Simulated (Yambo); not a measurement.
Yambo run on Mg₂RuH₆ (space group Fm-3m, No. 225). The wavefunctions are norm-conserving PBEsol (Quantum ESPRESSO, 84 Ry, scalar-relativistic) ones on a 4×4×4 mesh (21 occupied bands); a = b = c = 4.6634 Å, α = β = γ = 60.00°.

Yambo input:

```
rim_cut
gw0
dyson
el_el_corr
HF_and_locXC
mpa
em1d
RandQpts= 1000000
RandGvec= 1 Ry
EXXRLvcs= 84 Ry
VXCRLvcs= 336 Ry
Chimod= "HARTREE"
% BndsRnXm
 13 | 169 |
%
NGsBlkXm= 10 Ry
% LongDrXm
 1.0 | 1.0 | 1.0 |
%
EnSampXm= "2l"
EnGridXm= "lP"
% EnRngeXm
 0.0 | 40.0 | eV
%
% ImRngeXm
 2.72114 | 27.21138 | eV
%
% DmRngeXm
 0.02721 | 2.72114 | eV
%
ETStpsXm= 8
IntSolXm= "PT"
% GbndRnge
 1 | 169 |
%
GTermKind= "none"
DysSolver= "n"
ExtendOut
% QPkrange
 7 | 7 | 21 | 22 |
 8 | 8 | 21 | 21 |
%
```

k points by index: 7 = X, 8 = W.

Table of the .qp output:

```
#    K-point    Band    Eo [eV]    E [eV]    E-Eo [eV]    Vxc [eV]    Vnlxc [eV]    Sc|Eo [eV]    Sc|E [eV]    dSc/dw|Eo [eV]    Re(Z)    Im(Z)
#
    7    21    -0.356958E-3    -0.297565    -0.297208    -19.17448    -23.03836    3.466489    3.566676    -9.147527    0.748398    -0.003095
    7    22    3.000244    3.901407    0.901162    -16.05265    -11.49077    -3.422577    -3.660711    -7.189599    0.790997    -0.002652
    8    21    0.000000    -0.297133    -0.297133    -19.17583    -23.03987    3.466743    3.566908    -9.147857    0.748391    -0.003090
```
(The two width columns are left out.) Convergence of these settings isn't established.

Spin-orbit coupling is not included.

Geometry of the Materials Project entry, not relaxed at this level.

The structure is a Materials Project entry; no match was found in the copy of COD used, and its stability was not checked.
